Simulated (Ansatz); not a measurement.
Mg (diamond, Fd-3m) under volume change, PBE (plane waves, PAW; program Ansatz), scaled uniformly.

```
V (Å³/atom)  E − E(relaxed) (meV/atom)  P (GPa)
-----------  -------------------------  -------
36.632                            13.0     1.26
37.839                             5.4     0.77
39.047                             1.3     0.35
40.254                             0.0     0.00
41.462                             1.1    -0.29
42.670                             4.2    -0.53
43.877                             9.0    -0.73
```

**Question.** What does a third-order Birch–Murnaghan fit give for V₀, B₀ and B′?

**Answer.** V₀ = 40.27 Å³/atom, B₀ = 10.5 GPa, B′ = 5.0.

The start of the workflow was typed in or built on a structure type; neither database checked (COD, Materials Project) lists it. It is not the phase usual at ambient conditions (space group No. 194). The cell was relaxed with PBE under the symmetry of its start; its stability against distortions is not shown here.

Potentials: the later of the program's two PAW sets.
